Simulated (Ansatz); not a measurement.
BaO:
```
CELL_PARAMETERS angstrom
      0.00000     2.74507     2.74507
      2.74507     0.00000     2.74507
      2.74507     2.74507     0.00000
ATOMIC_POSITIONS crystal
  Ba 0.00000 0.00000 0.00000
  O  0.50000 0.50000 0.50000
```

Relaxed with PBEsol. Special points in fractions of this cell's reciprocal vectors: Γ (0.000, 0.000, 0.000); X (0.500, 0.000, 0.500); U (0.625, 0.250, 0.625); K (0.375, 0.375, 0.750); L (0.500, 0.500, 0.500); W (0.500, 0.250, 0.750).

List the band energies nearest the valence-band maximum at these points for the program Ansatz at the PBEsol level (PAW).

In eV from the valence-band maximum; about four levels below and three above (degenerate sets whole), none deeper than 8.9 eV; points with the same levels are listed once.

```csv
k,below,above
Γ,-0.54 -0.54 -0.54,3.53 4.68 4.68 4.68
X,-0.27 -0.27 0.00,1.84 6.08 8.40
U,-1.05 -0.86 -0.16,3.27 6.35 7.14
L,-2.15 -1.63 -1.63,4.92 7.27 7.27
W,-1.49 -0.24 -0.24,4.43 4.43 6.98
```

Space group Fm-3m (rock salt). Symmetry was held in the PBEsol relaxation. Spin–orbit coupling is left out wherever it is not named.

Potentials: the earlier of the program's two PAW sets. The files were generated under PBE; for other functionals the program regenerates the frozen cores, and for LDA and PBEsol the local potential too.
